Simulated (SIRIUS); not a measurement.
Input and output of a self-consistent single point for InSb (F-43m, 8 atoms in the cell; from Materials Project mp-20012, changed as shown) (SIRIUS).

Level of theory: LDA (PW92), GBRV LDA ultrasoft pseudopotentials (plane waves; SIRIUS).

The change in words: lattice scaled by 1.02. Reference geometry (F-43m):
```xyz
8
Lattice="6.5729 0.0000 0.0000 0.0000 6.5729 0.0000 0.0000 0.0000 6.5729" Properties=species:S:1:pos:R:3 pbc="T T T"
In     0.0000     0.0000     0.0000
In     0.0000     3.2864     3.2864
In     3.2864     0.0000     3.2864
In     3.2864     3.2864     0.0000
Sb     1.6432     1.6432     4.9296
Sb     1.6432     4.9296     1.6432
Sb     4.9296     1.6432     1.6432
Sb     4.9296     4.9296     4.9296
```

Reference input (self-consistent single point, DFT, LDA (PW92), plane waves, GBRV LDA ultrasoft pseudopotentials): parameters.ngridk = 4 4 4; parameters.xc_functionals = [XC_LDA_X, XC_LDA_C_PW]; parameters.gk_cutoff = 6.325 1/bohr; parameters.pw_cutoff = 14.143 1/bohr; parameters.smearing = fermi_dirac; parameters.smearing_width = 0.00367493 Ha; potentials = GBRV LDA ultrasoft pseudopotentials; parameters.electronic_structure_method = pseudopotential; parameters.num_bands = 67; parameters.num_mag_dims = 0; parameters.num_dft_iter = 100; parameters.energy_tol = 1e-07 Ha. This run's input differs from it in these lines:

```diff
@@ -32,7 +32,7 @@
     "lattice_vectors": [
-      [1.0000000383, 0.0, 0.0],
-      [0.0, 1.0000000383, 0.0],
-      [0.0, 0.0, 1.0000000383]
+      [1.000000016, 0.0, 0.0],
+      [0.0, 1.000000016, 0.0],
+      [0.0, 0.0, 1.000000016]
     ],
-    "lattice_vectors_scale": 12.420901,
+    "lattice_vectors_scale": 12.669319,
     "atom_coordinate_units": "lattice",
```

Log, with long lists cut:

```
[find] density tolerance         : 1e-06
[find] total energy tolerance    : 1e-07
[find] iter_solver_tol (initial) : 0.01
[find] iter_solver_tol (target)  : 1e-13
[find] num_dft_iter              : 100
Charges and magnetic moments
--------------------------------------------------------------------------------
total charge          : 112.000000
[find] | SCF iteration   0 out of 100|
[diagonalize] iterative solver tolerance (occupied, empty): 0.01 0.01
[diagonalize] average number of iterations: 3.5
[find] Charges and magnetic moments
[find] total charge          : 112.000000
[find] Energy
   [... lines left out ...]

[find] Charges and magnetic moments
[find] total charge          : 112.000000
[find] Energy
[find] smearing (-TS)                 :      -0.00084228
[find] Total energy                   :    -635.42890682 (Ha),   -1270.85781363 (Ry)
[find] Free energy (E-TS)             :    -635.42974909 (Ha),   -1270.85949819 (Ry)
[find] band gap (eV)                  :       0.00000000
[find] Efermi                         :       0.21904482
[find] iteration : 25, RMS (target) : 7.0236e-07 (1.0000e-06) , energy difference (target) : 4.0222e-10 (1.0000e-07)
[find] bands are converged : true
[find] iterative solver converged : true
[find] converged after 26 SCF iterations!
[find] Charges and magnetic moments
[find] total charge          : 112.000000
[find] Energy
[find] smearing (-TS)                 :      -0.00084228
[find] Total energy                   :    -635.42890682 (Ha),   -1270.85781363 (Ry)
[find] Free energy (E-TS)             :    -635.42974909 (Ha),   -1270.85949819 (Ry)
[find] band gap (eV)                  :       0.00000000
[find] Efermi                         :       0.21904482
[ground_state] === stress tensor components [kbar] ===
[ground_state] === stress_total ===
[ground_state]    44.406350    0.000000    0.000000
[ground_state]     0.000000   44.406350    0.000000
[ground_state]     0.000000    0.000000   44.406350
[ground_state] ==== total Forces in Ha/bohr =====
[ground_state] atom:    0, force:      -0.0000000     -0.0000000     -0.0000000
   [... zero for the other atoms too ...]
```

The run converged in 26 iterations. SIRIUS prints the stress tensor with tension positive. Against the reference run the free energy rises by 43.6 meV/atom and the pressure goes from -2.69 to -4.44 GPa.

The structure comes from a collection of computed structures, made at another level of theory; the collection holds predicted forms beside known ones. Its lattice was then scaled. No clean gap shows at this smearing width and mesh (spacing up to 0.23 Å⁻¹); the mesh is coarse for partly filled bands, so the values carry mesh errors. Semi-local functionals can close small gaps.

Cost on one core: roughly 6 core-minutes.
